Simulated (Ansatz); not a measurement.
Phonons of BP (zinc blende) at Γ, L = (0.5, 0.0, 0.0), X = (0.5, 0.5, 0.0).

BP (zinc blende)

```
CELL_PARAMETERS angstrom
      0.00000     2.26828     2.26828
      2.26828     0.00000     2.26828
      2.26828     2.26828     0.00000
ATOMIC_POSITIONS crystal
  P  0.75000 0.75000 0.75000
  B  0.00000 0.00000 0.00000
```

Calculation: r2SCAN (plane waves to 500 eV, PAW, scalar-relativistic; Ansatz, a quantum-chemistry and plane-wave program). DFPT wavenumbers on a 12×12×12 k mesh, in cm⁻¹; i marks imaginary ones, q is in fractions of the reciprocal vectors of the cell shown, and the three acoustic modes at Γ are left out. The non-analytic (LO-TO) term is not included, so polar modes at Γ have their transverse values. BP was relaxed with its symmetry unable to fall.

```
q                              wavenumbers (cm⁻¹)
-------------------  ----------------------------
Γ                                        818 (×3)
L = (0.5, 0.0, 0.0)  233 (×2), 520, 770, 773 (×2)
X = (0.5, 0.5, 0.0)  326 (×2), 541, 714 (×2), 800
```

The structure shows no imaginary mode at these points (lowest 233 cm⁻¹ at L = (0.5, 0.0, 0.0)); other wave vectors were not tested.

Highest mode: 818 cm⁻¹ at Γ.
